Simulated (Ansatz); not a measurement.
The cell below belongs to a search over invented structures; it isn't taken from experiment.

Input and command of a plane-wave DFT calculation in Ansatz:

```yaml
crystal:
  lattice:
    - [4.80255218, -4.90272857, 0.0]
    - [4.80255218, 4.90272857, 0.0]
    - [0.0, 0.0, 5.08428802]
  atoms:
    - { symbol: Si, position: [0.5, 0.5, 0.5] }
    - { symbol: Si, position: [0.0, 0.0, 0.0] }
    - { symbol: Sb, position: [0.6336521, 0.90921067, 0.5] }
    - { symbol: Sb, position: [0.3663479, 0.09078933, 0.5] }
    - { symbol: Sb, position: [0.09078933, 0.3663479, 0.5] }
    - { symbol: Sb, position: [0.90921067, 0.6336521, 0.5] }
    - { symbol: Sb, position: [0.5, 0.5, 0.0] }
    - { symbol: Se, position: [0.0, 0.0, 0.5] }
basis:
  ecutwfc: 420
kpoints:
  mp_grid: { grid: [3, 3, 3] }
hamiltonian:
  xc: pbe
scf:
  occupations: { method: gaussian, width: 0.2 }
  lower_state_search: "off"
output:
  forces: true
  stress: true
  eigenvalues: true
relax:
  adjacent_minimum: "off"
  f_tol: 0.08
  max_steps: 16
  cell: { stress_tol: 0.8 }
```

```bash
ansatz run input.yaml --threads 1 --pin off --max-ram 2560MiB --backend cpu --events-out ev --progress --plain --runs-dir out
```

Processor: Intel(R) Xeon(R) Platinum 8175M CPU @ 2.50GHz (Skylake/Cascade Lake), 1 thread, on a host shared with other jobs.

Task: How long does it run, and how much memory does it take?

Result: About 2.4 min, peak memory 0.65 GiB. It solves 60 bands at 8 k points (after reduction by symmetry) with about 5731 plane waves (on the last cell), in 102 SCF iterations over 16 ionic steps.
